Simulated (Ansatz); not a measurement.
An Ansatz input:

```yaml
crystal:
  lattice:
    - [-1.9380516409, 1.9380516409, 1.9380516409]
    - [1.9380516409, -1.9380516409, 1.9380516409]
    - [1.9380516409, 1.9380516409, -1.9380516409]
  atoms:
    - { symbol: Sb, position: [0.0, 0.0, 0.0] }
hamiltonian:
  xc: r2scan
  pseudopotentials:
    kind: paw
    azcp:
      Sb: "pseudopotentials/Sb.paw.azcp"
basis:
  ecutwfc: 500
  fft_grid_basis: typed
kpoints:
  mp_grid: { grid: [13, 13, 13], shift: [0, 0, 0] }
magnetization:
  spin_polarized: false
scf:
  occupations: { method: fermi_dirac, width: 0.1 }
  lower_state_search: "off"
output:
  stress: true
```

Terminal output

```
Engine: ansatz 0.2.0, x86_64-unknown-linux-gnu
Pseudopotentials: kind: paw
Pseudopotential: Sb, paw, valence charge 15, recommended cutoff 500 eV (meta_gga) 
Functional definition: r2SCAN
  parameter k0 = 0.174
  parameter k1 = 0.065
  parameter a1 = 4.9479
  exchange = r2scan_x(k0 = k0, k1 = k1, a1 = a1)
  correlation = r2scan_c
Crystal: 1 atoms, lattice volume = 29.118 Å³
Basis set: ecut = 500 eV, 683 PW (Γ), exchange–correlation on 100×100×100 points (64 copies of the dense FFT grid, shifted against one another)
Bands: 12, of which v1, the nominal top of the filled ones, is band 8 counted from 1 (7 counted from 0)
Symmetry: 48 space group operations
Space group: Im-3m (ITA 229), of the structure as read, at distance tolerance 3.1e-5 Å
k-points: 84 of 2197
Non-local potential: Sb, projectors of the file, l = 0: 2, l = 1: 2, l = 2: 2, l = 3: 2
PAW form: soft (Blöchl's): semilocal exchange-correlation on the pseudo side does not see the compensation charge
PAW frozen core: Sb, regenerated for the run's functional (the file was generated under x = pbe(κ = 0.804, μ = 0.2195149727645171), c = pbe(β = 0.06672455060314922))
PAW one-centre angular grid: Sb, 590 points (default); XC on 160 Gauss nodes
Initial density: superposition of atomic densities (neutral atoms: chi_scale 0, normalization atom), corrected by the library's trained network
Initial wavefunctions: pseudopotential atomic-orbital guess
Functional: x = r2scan, c = r2scan; τ floored in thin density (d = 2e-4 eV/Å³)
SCF iter   1: F=-6498.749385 eV  HF=-6498.742407 eV  |F-HF|=6.98e-3  |Δ(HF+E_count)|=         —  Δρ=4.29e-3  dr2=1.74e-3  dr2_τ=2.30e-4  ethr=1.77e-3  ⟨swp⟩=5.0  Hψ=6321  notcnv=0
SCF iter   2: F=-6498.749720 eV  HF=-6498.749095 eV  |F-HF|=6.25e-4  |Δ(HF+E_count)|=   6.69e-3  Δρ=2.57e-3  dr2=7.03e-4  dr2_τ=1.64e-5  ethr=1.16e-5  ⟨swp⟩=2.7  Hψ=2868  notcnv=0  defer=11
SCF iter   3: F=-6498.749851 eV  HF=-6498.749817 eV  |F-HF|=3.33e-5  |Δ(HF+E_count)|=   7.22e-4  Δρ=3.69e-4  dr2=2.75e-5  dr2_τ=2.61e-6  ethr=4.69e-6  ⟨swp⟩=2.0  Hψ=1545  notcnv=0  defer=11
SCF iter   4: F=-6498.749855 eV  HF=-6498.749849 eV  |F-HF|=5.32e-6  |Δ(HF+E_count)|=   3.21e-5  Δρ=1.40e-4  dr2=4.51e-6  dr2_τ=6.77e-8  ethr=1.83e-7  ⟨swp⟩=3.0  Hψ=1650  notcnv=0  defer=11
SCF iter   5: F=-6498.749856 eV  HF=-6498.749855 eV  |F-HF|=1.07e-6  |Δ(HF+E_count)|=   5.24e-6  Δρ=4.61e-5  dr2=5.92e-7  dr2_τ=8.21e-9  ethr=3.01e-8  ⟨swp⟩=2.0  Hψ=1212  notcnv=0  defer=11
SCF iter   6: F=-6498.749856 eV  HF=-6498.749856 eV  |F-HF|=1.23e-8  |Δ(HF+E_count)|=   1.25e-6  Δρ=1.05e-5  dr2=4.88e-8  dr2_τ=4.19e-10  ethr=6.67e-10  ⟨swp⟩=5.2  Hψ=3061  notcnv=0
SCF 1 converged in 6 iterations: F = -6498.749856 eV  dr2 = 4.88e-8
SCF converged after 6 iterations
Free energy (F): -6498.749856 eV
Harris-Foulkes:  -6498.749856 eV  (|F-HF|=1.23e-8)
Internal energy: -6498.725931 eV  (E = F + TS)
E sigma→0 (E₀):  -6498.737893 eV
Entropy (-TS):   -0.023925 eV (-23.925 meV/atom)
Fermi energy:    10.247797 eV
--- Per-component energies (eV) ---
  E_band       = -171.988114
  E_kinetic    = 204.580271
  E_local      = -1496.044780  (includes V_loc(G=0)·N_el)
  E_nonlocal   = 362.084486
  E_hartree    = 678.575722
  E_xc         = -126.560580
  E_vxc        = -101.810827  (∫ρ·V_xc dr)
  E_paw        = -4600.903217  (= ΣΔE_a)
  E_vpaw       = -504.917520  (= ΣTr[D̂ρ^β])
  E_aug_tail   = -0.000001  (compensation charges beyond the density's cutoff)
  E_vtau       = 6.976989  (kinetic-family band-sum trace: ∫τ·v_τ [+ j·A + Jᵃ·Aᵃ] dr)
  E_ewald      = -1520.963869
  E_core_change = 0.506037  (= ΣΔE_core)
  E_smearing   = -0.023925  (= −TS)
  E_closure    = 0.000000  (closes the sum)
  Σ components = -6498.749856   (vs F -6498.749856, Δ=0.00e0)
--- Stress (GPa, compression-positive) ---
       -4.028455      -0.000000      -0.000000
        0.000000      -4.028455      -0.000000
       -0.000000       0.000000      -4.028455
  P = ⅓ Tr σ = -4.0285 GPa (-40.285 kbar)
```

Command:

```sh
ansatz run input.yaml --threads 1 --pin off --max-ram 3584MiB --backend cpu --events-out ev --progress --plain --runs-dir out
```

On 1 thread of Intel(R) Xeon(R) Platinum 8259CL CPU @ 2.50GHz (Skylake/Cascade Lake) (shared host) this took about 5.1 s of wall time and 5 s of CPU time.
